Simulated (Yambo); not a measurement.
G0W0@LDA for NaBaIrH$_{6}$ (space group F-43m, No. 216) in Yambo. Reference settings: 2×2×2 Γ-centred k mesh, bands 6 to 173 and a 7 Ry block in the screening, 173 bands in G with the Bruneval-Gonze terminator, plasmon pole fitted at 27.2 eV. The LDA gap Γ → X on this mesh is 3.00 eV; G0W0 gaps are taken between the same points.

Gap (Γ → X) in eV against the number of bands and the screening block, terminator on:

```
bands (W and G)   2 Ry   3 Ry   4 Ry   6 Ry   7 Ry
---------------  -----  -----  -----  -----  -----
43               4.398  4.386  4.394  4.426  4.438
66               4.260  4.255  4.272  4.313  4.327
97               4.248  4.252  4.279  4.324  4.340
133              4.244  4.251  4.284  4.333  4.350
173              4.244  4.252  4.286  4.337  4.356
```

Rough cost of the Yambo step against the reference (shared machines):

```csv
bands (W and G),2 Ry,3 Ry,4 Ry,6 Ry,7 Ry
43,1/4,1/4,1/4,1/4,1/3
66,1/3,1/3,1/3,1/3,1/2
97,1/3,1/2,1/2,1/2,~1
133,~1,~1,~1,~1,~1
173,~1,~1,~1,~1,1
```

At the largest block the last step in bands moves the gap by 0.006 eV; at the most bands the last step in the block moves it by 0.019 eV.

Spin-orbit coupling is left out, which matters for elements this heavy: edges can move by tenths of an eV.

Geometry of the Materials Project entry, not relaxed at this level; primitive cell a = b = c = 5.547 Å, α = β = γ = 60.00°.

The structure is a Materials Project entry; no match was found in the copy of COD used, and its stability was not checked.
